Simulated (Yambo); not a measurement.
Yambo run on BaTiO3 (cubic perovskite, space group Pm-3m, No. 221). The wavefunctions are PBEsol (Quantum ESPRESSO, PseudoDojo norm-conserving, 84 Ry, no spin-orbit coupling) ones on a 4×4×4 mesh (20 occupied bands); a = b = c = 4.0077 Å, α = β = γ = 90.00°.

Yambo input:

```
rim_cut
HF_and_locXC
RandQpts= 1000000
RandGvec= 1 Ry
EXXRLvcs= 84 Ry
VXCRLvcs= 336 Ry
% QPkrange
 1 | 1 | 20 | 21 |
 10 | 10 | 20 | 21 |
%
```

k points by index: 1 = Γ, 10 = R.

Table of the .hf output:

```
#    K-point    Band    Eo [eV]    Ehf [eV]    Vxc [eV]    Vnlxc [eV]
#
    1    20    -0.117404    -4.917401    -19.97658    -24.77658
    1    21    1.775198    9.049326    -18.70777    -11.43364
    10    20    0.000000    -5.099116    -19.70393    -24.80305
    10    21    4.223338    12.76619    -21.67010    -13.12725
```
Exchange alone, without screening.

Geometry of the Materials Project entry, not relaxed at this level.

This is not the ordinary phase of the substance.
